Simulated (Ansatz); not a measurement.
Task: MoS$_{2}$ in space group R3m (No. 160; Mo on 3a, S on 3a, S on 3a) is relaxed with plane-wave PAW PBE (Ansatz code). What lattice parameters of the conventional cell result?

Result: a = 3.185 Å, c = 22.321 Å.

Task: Give the free coordinates with the occupied sites.

Result: In one choice of origin and axes:

| atom | site | symmetry | x | y | z |
|---|---|---|---|---|---|
| Mo | 3a | 3m | 0.0000 | 0.0000 | 0.0000 |
| S | 3a | 3m | 0.0000 | 0.0000 | 0.7367 |
| S | 3a | 3m | 0.0000 | 0.0000 | 0.5967 |

Task: Is it a metal or does it have a gap at this level?

Result: A gap of 1.45 eV, indirect.

The cell was relaxed with PBE under the symmetry of its start. No spin polarisation was allowed. The volume moved by 23 % from the start of the relaxation. A crystal of weakly bound layers computed without a dispersion correction: the cell and the soft elastic constants depend strongly on that. Scalar-relativistic: spin–orbit coupling is off unless named, which matters more the heavier the elements.

Potentials: the later of the program's two PAW sets.
